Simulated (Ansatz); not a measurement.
**CdC$_{2}$: zone-centre modes at 4 GPa**

Level of theory: Ansatz 0.2.0, DFT LDA, scalar-relativistic, plane waves, PAW. Cutoff 420 eV, 8×8×8 k-points (Γ-centred), fixed occupations. No spin polarisation. Phonons by linear response, acoustic sum rule imposed.

The cell, relaxed at 4 GPa:
```
Cd C
1.0
    -1.95372    1.95372    2.70596
     1.95372   -1.95372    2.70596
     1.95372    1.95372   -2.70596
Cd C
1 2
Cartesian
  0.0000 0.0000 0.0000
  0.0000 0.0000 3.3252
  0.0000 0.0000 2.0867
```

Its imaginary modes show that this cell, built by swapping an element in a database structure, isn't a minimum of the energy.

(1) Give the high-frequency dielectric tensor ε∞.

(2) Give the Born effective charges.

Answers

(1)
```
4.93 0.00 0.00
0.00 4.93 0.00
0.00 0.00 6.14
```

(2)
```tsv
atom	Z*xx	Z*yy	Z*zz	mean
Cd (atom 1)	2.61	2.61	1.84	2.36
C (atom 2)	-1.31	-1.31	-0.92	-1.18
```

Whether CdC2 exists in this form wasn't checked.